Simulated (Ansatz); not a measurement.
A geometry of Ni away from equilibrium: step 10 of the relaxation of a randomly generated symmetric cell of Ni (space group No. 65). All values below come from PBEsol (plane waves to 420 eV, PAW, scalar-relativistic; Ansatz, a first-principles code). Γ-centred k-mesh 18×18×14 on the run's cell (coarser than for final values), Fermi–Dirac smearing 0.05 eV.

```xyz
1
Lattice="1.1488 -2.0744 0.0000 1.1488 2.0744 0.0000 0.0000 0.0000 2.3019" Properties=species:S:1:pos:R:3:forces:R:3 pbc="T T T" free_energy=-5804.519 pressure_GPa=5.1
Ni     0.0000     0.0000     0.0000    0.0000    0.0000    0.0000
```

Positions in Å, forces in eV/Å, free energy of the cell in eV (comparable only within this code, potentials and settings). Largest force: all forces are below 0.005 eV/Å; the geometry lies 0.01 eV/atom above the end of its relaxation.

Spin-polarised start, with parallel moments on Ni.

Spin state reached: ferromagnetic (net 0.46 μB/atom), from parallel starting moments; other spin orders were not run from this start.

The run could not lower the symmetry of its start; a shaken copy of this end point relaxes with PBEsol to Fm-3m (No. 225), 0.45 eV/atom lower.

The end of the path is a generated cell of Ni: the first start was made by a random draw of sites in a space group, and the end was not matched to a known phase here, so it may be hypothetical. Known forms of Ni include space group No. 225.
